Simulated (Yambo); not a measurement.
## How GW settings move the gap: SrO

G0W0@LDA for SrO (rock salt, space group Fm-3m, No. 225) in Yambo. Reference settings: 6×6×6 Γ-centred k mesh, 77 bands and a 10 Ry block in the screening, 77 bands in G with the Bruneval-Gonze terminator, plasmon pole fitted at 27.2 eV. The LDA gap Γ → X on this mesh is 3.13 eV; G0W0 gaps are taken between the same points.

| change from the reference | G0W0 gap Γ → X (eV) | shift of the valence edge (eV) | rough Yambo cost |
|---|---|---|---|
| reference settings | 5.23 | -1.04 | 1 |
| 40 bands in W, 40 bands in G | 5.26 | -0.94 | about 1/2 |
| wavefunctions cut at 10 Ry | 4.85 | -0.62 | about 1/3 |
| exchange cut at 40 Ry | 5.19 | -1.00 | – |
| 27 bands in W, 27 bands in G, 2 Ry block | 5.19 | -0.76 | about 1/4 |
| 27 bands in W, 27 bands in G, 8 Ry block | 5.29 | -0.80 | about 1/4 |
| 40 bands in W, 40 bands in G, 6 Ry block | 5.17 | -0.86 | about 1/3 |
| 2 Ry block | 5.02 | -0.86 | within a factor of two |
| 6 Ry block | 5.12 | -0.94 | within a factor of two |
| 8 Ry block | 5.16 | -0.98 | within a factor of two |
| 4×4×4 mesh | 5.23 | -1.06 | about 1/6 |
| 40 bands in W, 40 bands in G, no terminator | 5.02 | -0.56 | about 1/2 |
| 59 bands in W, 59 bands in G, no terminator | 5.04 | -0.72 | within a factor of two |
| 4 Ry block, no terminator | 5.01 | -0.81 | within a factor of two |
| no terminator | 5.07 | -0.83 | within a factor of two |

The reference isn't shown to be the converged limit. Costs are rough (shared machines), scaled to the same edge states, and given only for runs that recompute the screening.

Geometry relaxed with LDA; primitive cell a = 3.5786 Å, b = 3.5786 Å, c = 3.5786 Å, α = 60.00°, β = 60.00°, γ = 60.00°.

A shift is the quasiparticle energy of the state minus its LDA energy.
